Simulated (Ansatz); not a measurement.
## ZrBr: checking dH/dP = V

Method: DFT PBEsol, scalar-relativistic, plane waves, PAW in Ansatz 0.2.0. (420 eV cutoff, 12×12×12 k-mesh, Gaussian smearing of 0.10 eV, no spin polarisation)

Starting point, cell and atoms relaxed:

```xyz
4
Lattice="1.7381 1.0035 9.6234 -1.7381 1.0035 9.6234 0.0000 -2.0070 9.6234" Properties=species:S:1:pos:R:3 pbc="T T T"
Zr    0.0000    0.0000    5.9795
Zr    0.0000    0.0000   22.8906
Br    0.0000    0.0000   11.3969
Br    0.0000    0.0000   17.4732
```

Cell and atoms were relaxed at each target pressure within the start's symmetry (R-3m), at zero temperature; other phases can be more stable under pressure. H = E + PV with P the target; E is the free energy at the smearing used, whose derivative the pressure is, per atom and counted from zero pressure. The mesh named is that at zero pressure; some other pressures ran on another.

| P (GPa) | V (Å³/atom) | E − E0 (meV) | H − H0 (meV) |
| --- | --- | --- | --- |
| 0 | 25.177 | 0.0 | 0.0 |
| 3 | 23.080 | 15.0 | 447.2 |
| 8 | 21.574 | 64.7 | 1141.9 |
| 15 | 20.206 | 161.1 | 2052.8 |
| 30 | 18.291 | 423.7 | 3848.5 |
| 60 | 15.945 | 1063.7 | 7034.9 |

Task: Thermodynamics gives dH/dP = V along a relaxed path. Integrate V over P by the trapezoid rule and compare with the computed enthalpies.

Result: With 1 eV/Å³ = 160.22 GPa, each step adds the mean volume times ΔP / 160.22:
```
P (GPa)  ∫V dP (meV) H − H0 (meV) difference (meV)
      3        451.8         447.2               4.6
      8       1148.6        1141.9               6.7
     15       2061.3        2052.8               8.4
     30       3863.3        3848.5              14.8
     60       7068.5        7034.9              33.7
```

V(P) curves upward, so the trapezoid rule runs high; integrating a smooth curve through the same points (P as a polynomial of degree 4 in ln V) puts that excess at about 34.4 meV at 60 GPa, against the 33.7 meV found.

Task: At 60 GPa, how much of the enthalpy change is stored energy and how much is the PV term?

Result: E rises by 1064 meV/atom and PV is 60 × 15.945 / 160.22 = 5971 meV/atom, so PV makes 85 % of ΔH. So between rival structures at high pressure a small difference in volume can outweigh the difference in energy: 1 % of this volume is worth 59.7 meV/atom at this pressure.

Task: What bulk modulus do the lowest pressures give?

Result: From the pressures that the runs reached, 0.01 GPa (25.177 Å³) and 2.99 GPa (23.080 Å³), B = −ΔP/Δln V = 2.98 / 0.0870 = 34 GPa, a mean over that range.

Cost: 6 runs of about 20 core-minutes in all, on Arm Neoverse V2 (shared hosts).